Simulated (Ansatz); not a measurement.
One crystal and one scan (energy against volume) at two levels, PBE (plane waves to 420 eV, PAW, scalar-relativistic; Ansatz, a quantum-chemistry and plane-wave program) and r2SCAN (plane waves to 500 eV, PAW, scalar-relativistic; Ansatz), each from its own relaxed cell and on its own mesh. The cell shown is that of PBE.

ZrO₂ (tetragonal-ZrO2 type, space group P4_2/nmc)

```
ZrO2
1.0
    3.62082     0.00000     0.00000
    0.00000     3.62082     0.00000
    0.00000     0.00000     5.28425
Zr O
2 4
Direct
  0.00000   0.00000   0.00000
  0.50000   0.50000   0.50000
  0.00000   0.50000   0.19251
  0.00000   0.50000   0.69251
  0.50000   0.00000   0.30749
  0.50000   0.00000   0.80749
```

This relaxed cell (volume V₀) is scaled evenly in all directions, its shape held. The atoms relax within the cell's symmetry.

The energy includes the smearing's −TS. The PAW data are Ansatz's earlier set. This is a high-temperature form of ZrO2. ZrO2 is run without spin polarisation. ZrO2 was relaxed with its symmetry unable to fall. With the shape held, the modulus is that of even scaling; a crystal free to change shape is softer. Percentages come from the unrounded values. Both scans cover V/V₀ from 0.840 to 1.160.

Results of PBE:

| Item | Value |
|---|---|
| Lattice constant a (Å) | 3.621 |
| Lattice constant c (Å) | 5.284 |
| Relaxed volume (Å³/atom) | 11.55 |
| Band gap of the relaxed cell, no spin-orbit coupling (eV) | 4.04 |
| Pressure at the smallest volume (GPa) | 45.7 |
| Energy cost of the largest compression (meV/atom) | 222.9 |
| Energy cost of the largest expansion (meV/atom) | 118.9 |
| Bulk modulus at fixed cell shape B₀ (third-order Birch-Murnaghan fit) (GPa) | 172.0 |
| Pressure for 5 % compression (fit) (GPa) | 10.0 |

Q: Estimate the r2SCAN values.

A: 
| quantity | r2SCAN | PBE − r2SCAN |
|---|---|---|
| Lattice constant a (Å) | 3.601 | +0.020 (+0.5 %) |
| Lattice constant c (Å) | 5.230 | +0.054 (+1.0 %) |
| Relaxed volume (Å³/atom) | 11.30 | +0.25 (+2.1 %) |
| Band gap of the relaxed cell, no spin-orbit coupling (eV) | 4.60 | -0.56 (-12 %) |
| Pressure at the smallest volume (GPa) | 51.2 | -5.5 (-11 %) |
| Energy cost of the largest compression (meV/atom) | 244.9 | -22.0 (-9.0 %) |
| Energy cost of the largest expansion (meV/atom) | 132.1 | -13.2 (-10.0 %) |
| Bulk modulus at fixed cell shape B₀ (third-order Birch-Murnaghan fit) (GPa) | 194.3 | -22.3 (-11 %) |
| Pressure for 5 % compression (fit) (GPa) | 11.3 | -1.3 (-11 %) |

PBE gives the higher value for: lattice constant a; lattice constant c; relaxed volume. PBE gives the lower value for: band gap of the relaxed cell, no spin-orbit coupling; pressure at the smallest volume; energy cost of the largest compression; energy cost of the largest expansion; bulk modulus at fixed cell shape B₀; pressure for 5 % compression. Neither level is exact: the differences show how much the result hangs on the functional.

(Under strain, the slope of the energy per volume gives the stress and its curvature an elastic modulus.)
